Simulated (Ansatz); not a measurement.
Cr (bcc (W type), Im-3m) at seven volumes, DFT-PBEsol in the program Ansatz with PAW potentials, scaled uniformly. One row is withheld.

| V (Å³/atom) | P (GPa) |
|---|---|
| 10.141 | 32.47 |
| 10.475 | 19.92 |
| 10.809 | ? |
| 11.143 | 0.00 |
| 11.478 | -7.84 |
| 11.812 | -14.53 |
| 12.146 | -20.23 |

Question: Fit the shown pressures and predict the withheld one.

Answer: P = (3/2)B₀(x^(7/2) − x^(5/2))[1 + (3/4)(B′ − 4)(x − 1)] with x = (V₀/V)^(2/3). Least squares on the six rows gives V₀ = 11.143 Å³/atom, B₀ = 282 GPa, B′ = 4.25. At V = 10.809, x = 1.0205 and P = 9.16 GPa. The run itself gave 9.18 GPa.

Symmetry was held in the PBEsol relaxation. The workflow began spin-polarised and lost its moments. Textbook magnetic order: a spin-density-wave antiferromagnet.

Potentials: the later of the program's two PAW sets.
